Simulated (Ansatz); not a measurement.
The relaxed structure here is a generated cell of FeNi: the first start was made by placing the elements on the sites of a structure type, and the end was not matched to a known phase here, so it may be hypothetical.

A relaxed cell of FeNi (Fd-3m (No. 227)), relaxed on a k-mesh at least as fine as the one used below. Calculation: PBE (plane waves to 420 eV, PAW, scalar-relativistic; Ansatz, a first-principles code). Γ-centred k-mesh 10×10×5 on the run's cell (coarser than for final values), Fermi–Dirac smearing 0.05 eV.

```
FeNi
1.0
    0.00000     2.83617     2.83617
    2.83617     0.00000     2.83617
    5.67233     5.67233     0.00000
Fe Ni
4 4
Direct
  0.75000   0.75000   0.37500
  0.75000   0.75000   0.87500
  0.50000   0.50000   0.25000
  0.50000   0.50000   0.75000
  0.00000   0.00000   0.00000
  0.00000   0.00000   0.50000
  0.25000   0.25000   0.12500
  0.25000   0.25000   0.62500
```
Spin-polarised start, with parallel moments on Fe.

The atoms are displaced by (Å):

| atom | ux | uy | uz |
|---|---|---|---|
| Fe1 | -0.129 | 0.160 | 0.120 |
| Fe2 | -0.012 | 0.089 | 0.067 |
| Fe3 | 0.060 | 0.040 | 0.038 |
| Fe4 | -0.077 | 0.063 | 0.043 |
| Ni5 | 0.027 | 0.007 | -0.018 |
| Ni6 | 0.029 | 0.147 | -0.139 |
| Ni7 | 0.048 | -0.053 | 0.035 |
| Ni8 | -0.016 | -0.017 | -0.165 |

What forces (eV/Å) and pressure result?


```tsv
atom	Fx	Fy	Fz
Fe1	1.06	-1.05	-1.06
Fe2	0.34	-0.03	-1.04
Fe3	-0.64	0.62	0.19
Fe4	0.63	-0.53	-0.68
Ni5	0.28	0.24	0.44
Ni6	-0.86	-1.05	0.80
Ni7	-0.25	0.82	-0.18
Ni8	-0.56	0.98	1.53
```

Pressure +3.6 GPa.

Estimate the energy cost of the displacement in the harmonic approximation and compare with the calculation.

For a harmonic well ΔE = −½ Σ F·u = 0.618 eV a cell, or 77 meV/atom. The calculated energy relative to the undisplaced cell is +0.08 eV/atom, so the harmonic estimate holds well.

Spin state reached: ferromagnetic (net 1.63 μB/atom), from parallel starting moments; other spin orders were not run from this start.

The run that gave the undisplaced cell could not lose the symmetry of its start; a randomly shaken copy of 8 atoms returns to this structure.
